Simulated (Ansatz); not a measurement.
## Property card for O

O:
```cif
data_O
_chemical_formula_sum 'O1'
_space_group_name_H-M_alt 'P 1'
_space_group_IT_number 1
_cell_length_a 2.15350
_cell_length_b 2.15350
_cell_length_c 2.15350
_cell_angle_alpha 109.471
_cell_angle_beta 109.471
_cell_angle_gamma 109.471
loop_
_space_group_symop_operation_xyz
  'x, y, z'
loop_
_atom_site_label
_atom_site_type_symbol
_atom_site_fract_x
_atom_site_fract_y
_atom_site_fract_z
_atom_site_occupancy
O1 O 0.00000 0.00000 0.00000 1
```
The run is spin-polarised; directions of the spins, atom by atom: 0.

Space group Im-3m (No. 229), bcc (W type); conventional cell a = 2.4867 Å, b = 2.4867 Å, c = 2.4867 Å, α = 90.00°, β = 90.00°, γ = 90.00°.

Method: PBE+D3(BJ) in the plane-wave PAW code Ansatz. The cell and atoms are relaxed at this level. Other levels are named where they apply.

**Cell and energy**

| Quantity | Result |
|---|---|
| Volume per atom | 7.69 Å³ |
| Density | 3.46 g/cm³ |

**Electronic structure**

| Item | Result |
|---|---|
| Electronic character | metallic (no gap) |
| Density of states at the Fermi level | 0.90 states/eV per atom (mean over ±0.08 eV) |

**Magnetism**

| Quantity | Value |
|---|---|
| Magnetic order | ferromagnetic |
| Net moment | 0.13 μB per atom |

**Mechanics**

| Property | Result |
|---|---|
| Bulk modulus (Birch–Murnaghan fit) | 157 GPa |
| Pressure derivative B′ | 5.1 |
| Elastic constants (relaxed ions, GPa) | C11 = 315, C12 = 75.2, C44 = -155 |
| Mechanical stability | unstable (C has a negative eigenvalue) |

A made-up cell: these elements were put on the sites of a structure type; neither database checked (COD, Materials Project) lists it. It is not the usual solid phase (space group No. 12). The cell was relaxed with PBE+D3(BJ) under the symmetry of its start. The final state is ferromagnetic, the only order run, not a proven ground state. The substance is a gas or liquid at ambient conditions. No Hubbard U is applied. As this level gives no gap, shear constants depend on the k-mesh and smearing (Fermi–Dirac, 0.1 eV here).

Potentials: the later of the program's two PAW sets.
